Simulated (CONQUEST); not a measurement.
Consider a self-consistent single point of InSb (I-4m2, 8 atoms in the cell; from Materials Project mp-20012, changed as shown).

```
CELL_PARAMETERS angstrom
      6.63322     0.00000     0.00000
      0.00000     6.63322     0.00000
      0.00000     0.00000     6.50056
ATOMIC_POSITIONS crystal
  In 0.00000 0.00000 0.00000
  In 0.00000 0.50000 0.50000
  In 0.50000 0.00000 0.50000
  In 0.50000 0.50000 0.00000
  Sb 0.25000 0.25000 0.75000
  Sb 0.25000 0.75000 0.25000
  Sb 0.75000 0.25000 0.25000
  Sb 0.75000 0.75000 0.75000
```

Method: CONQUEST with PBEsol, numerical atomic orbitals double-zeta with polarisation (the shipped basis), PseudoDojo norm-conserving potentials made for PBEsol.

CONQUEST settings:

- basis: DZP
- Diag.MPMeshX, Y, Z: 3 3 3
- potentials: PseudoDojo norm-conserving PBEsol
- Grid.GridCutoff: 140 Ha
- DM.SolutionMethod: diagon
- Diag.SmearingType: 1
- Diag.kT: 0.003675 Ha
- Diag.GammaCentred: true
- Diag.MPOrder: 1
- minE.SCTolerance: 1.0e-06
- SC.MaxIters: 100
- SC.LinearMixingFactor: 0.5
- SC.KerkerPreCondition: true
- SC.KerkerFactor: 0.1 1/bohr
- AtomMove.TypeOfRun: static

Results:

```
Property                                                   Value
------------------------------------------------  --------------
Number of valence electrons                                  112
Number of bands                                              144
Number of k-points after the program's reduction              14
Size of the basis                                            144
Number of SCF iterations                                       7
FFT grid                                            72 × 72 × 72
Free energy E − TS                                -17095.8550 eV
Pressure                                               -1.07 GPa
```

For comparison: a first run was changed to give this one (lattice vector c scaled by 0.98), and from it to this one the free energy goes down by 6.3 meV/atom and the pressure goes from -1.81 to -1.07 GPa.

Spin-orbit coupling is left out, which matters for bands and gaps with elements this heavy. The program uses no crystal symmetry, so grid and mesh can part values that symmetry would make equal. The atom-centred basis is finite, which shifts total energies and pressures against plane waves. The structure comes from a collection of computed structures, made at another level of theory; the collection holds predicted forms beside known ones. No clean gap shows at this smearing width and mesh (spacing up to 0.32 Å⁻¹); the mesh is coarse for partly filled bands, so the values carry mesh errors. Semi-local functionals can close small gaps.

Cost on one core: around 60 core-seconds (rough).
